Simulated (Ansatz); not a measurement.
Ansatz (an electronic-structure program) input:

Ansatz 0.2 input:
```yaml
crystal:
  lattice:
    - [2.5001081733, 0.0, 0.0]
    - [-1.2500540867, 2.1651571903, 0.0]
    - [0.0, 0.0, 4.0223370791]
  atoms:
    - { symbol: B, position: [0.0, 0.0, 0.0] }
    - { symbol: B, position: [0.0, 0.0, 0.5] }
    - { symbol: N, position: [0.3333333333, 0.6666666667, 0.25] }
    - { symbol: N, position: [0.6666666667, 0.3333333333, 0.75] }
kpoints:
  mp_grid: { grid: [13, 13, 7] }
hamiltonian:
  xc: pbe
  pseudopotentials: { kind: paw }
scf:
  occupations: { method: fixed }
phonons:
  method: dfpt
  response_accuracy: low
  eigenvectors: true
  rigid_motions: translations
  dielectric: true
  raman: true
```

Output (shortened):

```
Pseudopotential: B, paw, valence charge 3
Pseudopotential: N, paw, valence charge 5
Functional definition: PBE
Crystal: 4 atoms, lattice volume = 21.773 Å³
Basis set: ecut = 420 eV, 403 PW (Γ), exchange–correlation on 36×36×60 points (8 copies of the dense FFT grid, shifted against one another)
Bands: 12, of which v1, the nominal top of the filled ones, is band 8 counted from 1 (7 counted from 0)
Symmetry: 24 space group operations
k-points: 322 of 1183 (irreducible under 2 space group operations, time reversal used)
SCF iter   1: F=—  HF=-1077.501903 eV  |F-HF|=—  |Δ(HF+E_count)|=         —  Δρ=1.44e-2  dr2=3.83e-2  ethr=1.77e-3  ⟨swp⟩=4.4  Hψ=18249  notcnv=0  defer=445
preconditioner: auto → none
SCF iter   2: F=—  HF=-1077.492601 eV  |F-HF|=—  |Δ(HF+E_count)|=   9.30e-3  Δρ=5.04e-3  dr2=3.62e-3  ethr=2.39e-4  ⟨swp⟩=2.8  Hψ=9035  notcnv=0  defer=635
SCF iter   3: F=—  HF=-1077.491646 eV  |F-HF|=—  |Δ(HF+E_count)|=   9.55e-4  Δρ=1.60e-3  dr2=2.48e-4  ethr=2.26e-5  ⟨swp⟩=2.0  Hψ=6484  notcnv=0  defer=643
SCF iter   4: F=—  HF=-1077.491747 eV  |F-HF|=—  |Δ(HF+E_count)|=   1.00e-4  Δρ=1.93e-4  dr2=2.29e-6  ethr=1.55e-6  ⟨swp⟩=2.7  Hψ=6730  notcnv=0  defer=626
SCF iter   5: F=—  HF=-1077.491750 eV  |F-HF|=—  |Δ(HF+E_count)|=   3.71e-6  Δρ=1.55e-5  dr2=2.35e-8  ethr=1.43e-8  ⟨swp⟩=2.5  Hψ=6398  notcnv=0
SCF iter   6: F=—  HF=-1077.491750 eV  |F-HF|=—  |Δ(HF+E_count)|=   1.33e-7  Δρ=3.11e-6  dr2=8.90e-10  ethr=1.47e-10  ⟨swp⟩=2.6  Hψ=6536  notcnv=0
SCF iter   7: F=-1077.491750 eV  HF=-1077.491750 eV  |F-HF|=4.55e-13  |Δ(HF+E_count)|=  2.18e-10  Δρ=1.22e-7  dr2=1.73e-12  ethr=1.00e-12  ⟨swp⟩=6.7  Hψ=19851  notcnv=0
SCF 1 converged in 7 iterations: F = -1077.491750 eV  dr2 = 1.73e-12
NSCF: frozen V_eff on 7 k-points
DFPT response loops at Γ: preconditioner auto → Resta (q_TF=auto, 2.592 Å⁻¹)  ε∞=6.1 (no band partly filled) …
── the response to a field inside a basis, on 18×18×10 k-points: an SCF that follows is theirs, and a resumed run solves both again ──
Crystal: 4 atoms, lattice volume = 21.773 Å³
Bands: 9, of which v1, the nominal top of the filled ones, is band 8 counted from 1 (7 counted from 0)
k-points: 450 of 3240 (irreducible under 8 space group operations)
SCF iter   1: F=—  HF=-1077.497589 eV  |F-HF|=—  |Δ(HF+E_count)|=         —  Δρ=6.53e-4  dr2=1.17e-5  ethr=1.00e-1
preconditioner: auto → none
SCF iter   2: F=—  HF=-1077.497604 eV  |F-HF|=—  |Δ(HF+E_count)|=   1.51e-5  Δρ=3.17e-4  dr2=3.03e-6  ethr=7.31e-8
SCF iter   3: F=—  HF=-1077.497610 eV  |F-HF|=—  |Δ(HF+E_count)|=   6.13e-6  Δρ=9.91e-5  dr2=1.20e-6  ethr=1.89e-8
SCF iter   4: F=—  HF=-1077.497610 eV  |F-HF|=—  |Δ(HF+E_count)|=   1.43e-7  Δρ=1.23e-5  dr2=1.01e-8  ethr=7.51e-9
SCF iter   5: F=-1077.497610 eV  HF=-1077.497610 eV  |F-HF|=3.18e-11  |Δ(HF+E_count)|=   5.81e-9  Δρ=7.17e-7  dr2=3.21e-11  ethr=6.29e-11
SCF 1 converged in 5 iterations: F = -1077.497610 eV  dr2 = 3.21e-11
DFPT response loops at Γ: mixed as the last ones told, above
DFPT response loops at Γ: mixed as the last ones told, above
SCF converged after 7 iterations
Free energy (F): -1077.491750 eV
Harris-Foulkes:  -1077.491750 eV  (|F-HF|=4.55e-13)
Internal energy: -1077.491750 eV  (E = F + TS)
E sigma→0 (E₀):  -1077.491750 eV
Fermi energy:    14.058027 eV
--- Per-component energies (eV) ---
  E_band       = 87.978941
  E_kinetic    = 365.593172
  E_local      = -261.177909  (includes V_loc(G=0)·N_el)
  E_nonlocal   = 111.522159
  E_hartree    = 73.470223
  E_xc         = -186.014989
  E_vxc        = -231.636797  (∫ρ·V_xc dr)
  E_paw        = -411.311262  (= ΣΔE_a)
  E_vpaw       = -43.262319  (= ΣTr[D̂ρ^β])
  E_aug_tail   = 0.000185  (compensation charges beyond the density's cutoff)
  E_ewald      = -769.573329
  E_smearing   =  0.000000  (= −TS)
  E_closure    =  0.000000  (closes the sum)
  Σ components = -1077.491750   (vs F -1077.491750, Δ=0.00e0)
  [band-id]    e_kinetic+e_local+e_nonlocal+2·e_hartree+e_vxc+e_vpaw+e_augmentation_tail = 87.978936   (vs E_band 87.978941, Δ=-5.31e-6)
--- Band table (eV; the first three rows and the last of 322) ---
  k-point 0: bands = ["-8.0857", "-3.0241", "1.9553", "12.6377", "12.6377", "13.4117", "13.4117", "13.8420", "19.7810", "21.9778", "22.3222", "22.3222"]
  k-point 1: bands = ["-7.9435", "-3.6090", "2.7789", "12.6915", "12.6915", "13.1685", "13.3960", "13.3960", "19.8904", "22.0114", "22.1912", "22.1912"]
  k-point 2: bands = ["-7.5198", "-4.7507", "4.6217", "11.4586", "12.8397", "12.8397", "13.3370", "13.3370", "20.2117", "21.8466", "21.9345", "21.9345"]
  k-point 321: bands = ["-3.1888", "-2.3678", "4.5617", "4.8241", "6.6313", "6.7258", "11.3668", "12.7767", "20.1304", "20.2429", "21.9071", "22.3582"]
--- Phonons (Γ-DFPT): 4 representative perturbations + reference, on 322 of 1183 k-points (Σ response iterations 12) ---
  ASR residual: 4.089e-5 → 0.000e0 eV/Å²; symmetrization residual: 9.333e-6 eV/Å²
  ASR residual per site (eV/Å²): 2.31e-5 2.31e-5 4.09e-5 4.09e-5
  Γ frequencies (cm⁻¹): -754.43 -532.33 -532.33 -124.13 -124.13 0.00 0.00 0.00 585.68 585.68 872.64 1097.76
  ε∞ (high-frequency dielectric tensor):
        8.169756     0.000000     0.000000
        0.000000     8.169756     0.000000
        0.000000     0.000000     9.333100
  ε⁰ (static dielectric tensor): not given — an optical mode at Γ is not stable, and the ionic part, a sum over the modes at Γ, is formed only where all of …
  softest optical mode at Γ: -754.43 cm⁻¹; the repairs (sum rule, projections) moved no ω² at Γ by more than (1.90 cm⁻¹)²
  Born effective charges Z* (e; rows j = field, columns β = displacement):
    site 0:
         3.38507    0.00000    0.00000
         0.00000    3.38507    0.00000
         0.00000    0.00000    4.01027
    site 1:
         3.38507    0.00000    0.00000
         0.00000    3.38507    0.00000
         0.00000    0.00000    4.01027
    site 2:
        -3.38507    0.00000    0.00000
         0.00000   -3.38507    0.00000
         0.00000    0.00000   -4.01027
    site 3:
        -3.38507    0.00000    0.00000
         0.00000   -3.38507    0.00000
         0.00000    0.00000   -4.01027
  Z* charge neutrality: 2.864e-3 e pre-enforcement
  solved inside a basis spanned on kpoints, on 18×18×10 k-points: ε∞ is read to err by 2.8e-2, Z* by 1.5e-2 e (field_mesh: kpoints solves on kpoints) …
  Raman tensors (in the event stream and the table raman_tensors.tsv) …
  optical modes at Γ without the LO–TO term, one row a degenerate level:
      ω (cm⁻¹)  modes    IR ((D/Å)²/amu)  static Raman (Å⁴/amu)  depolarisation
       -754.43      1           121.6238                 0.0000               —
       -532.33      2             0.0000                 0.0000               —
       -124.13      2           173.3149                 0.0000               —
        585.68      2             0.0000                 7.8565           0.750
        872.64      1             0.0000                 0.0000               —
       1097.76      1             0.0000                 0.0000               —
  optical modes at Γ + LO–TO along q̂ = [1.0000, 0.0000, 0.0000]:
      ω (cm⁻¹)  modes    IR ((D/Å)²/amu)  static Raman (Å⁴/amu)  depolarisation
       -754.43      1           121.6238                 0.0000               —
       -532.33      2             0.0000                 0.0000               —
       -124.13      1            86.6575                 0.0000               —
        585.68      2             0.0000                 7.8565           0.750
        872.64      1             0.0000                 0.0000               —
       1011.74      1            86.6575                 0.0000               —
       1097.76      1             0.0000                 0.0000               —
  optical modes at Γ + LO–TO along q̂ = [0.0000, 1.0000, 0.0000]:
      ω (cm⁻¹)  modes    IR ((D/Å)²/amu)  static Raman (Å⁴/amu)  depolarisation
       -754.43      1           121.6238                 0.0000               —
       -532.33      2             0.0000                 0.0000               —
       -124.13      1            86.6575                 0.0000               —
        585.68      2             0.0000                 7.8565           0.750
        872.64      1             0.0000                 0.0000               —
       1011.74      1            86.6575                 0.0000               —
       1097.76      1             0.0000                 0.0000               —
  optical modes at Γ + LO–TO along q̂ = [0.0000, 0.0000, 1.0000]:
      ω (cm⁻¹)  modes    IR ((D/Å)²/amu)  static Raman (Å⁴/amu)  depolarisation
       -532.33      2             0.0000                 0.0000               —
       -124.13      2           173.3149                 0.0000               —
        585.68      2             0.0000                 7.8565           0.750
        841.04      1           121.6238                 0.0000               —
        872.64      1             0.0000                 0.0000               —
       1097.76      1             0.0000                 0.0000               —
```

Cost: around 6 core-minutes (rough) on shared cores.

Space group P6_3/mmc (NiAs type). The cell is a constructed one: a structure type filled with these elements. Its sites differ from those of the usual phase in this space group: another stacking or structure type. The PBE relaxation kept the symmetry of its start. At this level the phase is dynamically unstable (imaginary phonons). Its formation energy is positive at this level, so the cell may be metastable or incomplete.

Potentials: the later of the program's two PAW sets.

Ansatz is a plane-wave DFT program.
